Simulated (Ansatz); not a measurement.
# What a change of settings does: ZrCu

First run: DFT, LDA, all-electron LAPW, scalar-relativistic (Ansatz 0.2.0).

Command: `ansatz run input.yaml --threads 1 --pin off --max-ram 2048MiB --backend cpu --events-out ev --progress --plain --runs-dir out` It took 26 s on 1 thread of Arm Neoverse V1 (shared host), peak memory 0.38 GiB.

```yaml
crystal:
  lattice:
    - [2.5816413261, 0.0, 0.0]
    - [0.0, 2.5816413261, 0.0]
    - [0.0, 0.0, 2.5816413261]
  atoms:
    - { symbol: Zr, position: [0.5, 0.5, 0.5] }
    - { symbol: Cu, position: [0.0, 0.0, 0.0] }
kpoints:
  mp_grid: { grid: [11, 11, 11] }
  band_path:
    path:
      - [0.0, 0.0, 0.0]
      - [0.0, 0.5, 0.0]
      - [0.5, 0.5, 0.0]
      - [0.0, 0.0, 0.0]
      - [0.5, 0.5, 0.5]
      - [0.0, 0.5, 0.0]
      - [0.5, 0.5, 0.5]
      - [0.5, 0.5, 0.0]
    npoints: 6
scf:
  occupations: { method: fermi_dirac, width: 0.05 }
hamiltonian:
  xc: lda
  pseudopotentials: { kind: all_electron, lapw: { basis_error: 0.001 } }
output:
  forces: true
  stress: true
  eigenvalues: true
  populations: true
```

The base volume is that of a database entry, so it needn't be at zero pressure; the structure needn't be the stable phase, at rest or compressed.

This run: volume at 0.5 of the series' base cell.

It converges in 10 SCF iterations at a pressure of 322.7 GPa.

The input is then changed:

```diff
 kpoints:
-  mp_grid: { grid: [11, 11, 11] }
+  mp_grid: { grid: [6, 6, 6] }
   band_path:
 scf:
-  occupations: { method: fermi_dirac, width: 0.05 }
+  occupations: { method: methfessel_paxton, width: 0.05 }
 hamiltonian:
```

Q: What does the second run give?

A: It converges in 10 SCF iterations at a pressure of 319.3 GPa, free energy +57.7 meV/atom against the first run's. More than one line changes, and not each need have an effect. Some of the changed settings are coarser than converged work would use.
